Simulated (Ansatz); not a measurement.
BaNa: Field gradients at the nuclei

The cell is a computed structure from the Materials Project (it need not be an observed phase), taken as it stands.

```
Na Ba
1.0
     6.03202    3.48259    9.86215
    -6.03202    3.48259    9.86215
     0.00000   -6.96518    9.86215
Na Ba
12 12
Direct
  0.29680 0.29680 0.60963
  0.39037 0.70320 0.70320
  0.29678 0.29678 0.29678
  0.70320 0.39037 0.70320
  0.60963 0.29680 0.29680
  0.70320 0.70320 0.39037
  0.29680 0.60963 0.29680
  0.70322 0.70322 0.70322
  0.50000 0.50000 0.50000
  0.50000 0.00000 0.50000
  0.50000 0.50000 0.00000
  0.00000 0.50000 0.50000
  0.68409 0.06592 0.06592
  0.93408 0.31591 0.93408
  0.06596 0.68407 0.68407
  0.31593 0.93404 0.31593
  0.06592 0.06592 0.68409
  0.31591 0.93408 0.93408
  0.68407 0.68407 0.06596
  0.93404 0.31593 0.31593
  0.06592 0.68409 0.06592
  0.93408 0.93408 0.31591
  0.68407 0.06596 0.68407
  0.31593 0.31593 0.93404
```

Sites (sets of like atoms) are named by element and the number of their first atom in this list.

All values are calculated (Ansatz; DFT, PBE, plane waves and PAW, scalar-relativistic, 420 eV cutoff, Γ-centred 4×4×4 k-points, Fermi–Dirac smearing 0.05 eV), not measured.

C_Q = eQV_zz/h, which is 24.18 MHz for Q = 1 b and V_zz = 10²¹ V/m²; η = (V_xx − V_yy)/V_zz. Directions are in the Cartesian axes of the cell vectors above, for the atom listed; none is given where the gradient is under 0.02 or η is above 0.95.

Question: What field gradients does the calculation give at each kind of site?

Answer: 

| site | first atom | first shell | V_zz (10²¹ V/m²) | η | direction of V_zz (x, y, z) |
| --- | --- | --- | --- | --- | --- |
| Na1 | 1 | 6 Na at 3.65–3.78 Å, 6 Ba at 4.16–4.37 Å | 0.042 | 0.01 | 0.00 0.94 -0.33 |
| Na9 | 9 | 6 Na at 3.65 Å, 6 Ba at 4.35 Å | -0.055 | 0.00 | 0.00 0.00 1.00 |
| Na10 | 10 | 6 Na at 3.65 Å, 6 Ba at 4.36 Å | -0.055 | 0.02 | 0.81 -0.47 -0.34 |
| Ba13 | 13 | 6 Na at 4.16–4.37 Å, 8 Ba at 4.50–4.61 Å | 1.32 | 0.34 | 0.50 0.29 0.81 |
| Ba15 | 15 | 6 Na at 4.16–4.37 Å, 8 Ba at 4.50–4.61 Å | 1.32 | 0.32 | -0.50 0.87 0.00 |

An axis of threefold or higher order runs through Na9, so V_zz lies along it and η is zero.

With no gap above 0.1 eV, as in a metal, the gradients converge slowly in k; expect changes of a tenth or more on a denser mesh. Without spin–orbit coupling (the program notes it for Ba) the gradients can shift somewhat, as the gap is small.

The run took 4.3 min of wall time (8.5 min of CPU time) and 3 GiB at its peak, on 2 threads of Arm Neoverse N1 (aarch64; 36 cores open to the job, memory cap 5.0 GiB, no GPU), a shared host with a load of 1.0 a core.
